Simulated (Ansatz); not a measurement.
Space group P4/nmm:1 (No. 129). a = 3.649 Å, b = 3.649 Å, c = 7.178 Å, α = 90.00°, β = 90.00°, γ = 90.00°
```tsv
atom	site	symmetry	x	y	z
Zr	2c	4mm	0.5000	0.0000	0.6409
V	2a	-4m2	0.0000	0.0000	0.0000
Si	2c	4mm	0.5000	0.0000	0.2455
```

Equation of state of this ZrVSi structure (not necessarily the ground state), with shape and atoms relaxed at each volume where symmetry leaves them free. It has no gap at any of these volumes. Method: DFT PBEsol, scalar-relativistic, plane waves, PAW in Ansatz 0.2.0.

Cutoff 420 eV; k points 10×10×6 on the computed 6-atom cell (Γ-centred); Gaussian smearing, width 0.10 eV; no spin polarisation.

| V (Å³/atom) | E − E(largest V) (meV/atom) | P (GPa) |
| --- | --- | --- |
| 14.017 | 76.20 | 27.32 |
| 14.495 | 7.66 | 18.86 |
| 14.973 | -37.45 | 11.60 |
| 15.451 | -62.48 | 5.36 |
| 15.929 | -70.25 | 0.00 |
| 16.407 | -63.18 | -4.62 |
| 16.885 | -43.31 | -8.59 |
| 17.522 | 0.00 | -13.01 |

**Question.** Fit a third-order Birch–Murnaghan equation to E(V).

**Answer.** V0 = 15.93 Å³/atom, B0 = 166 GPa, B0' = 4.0.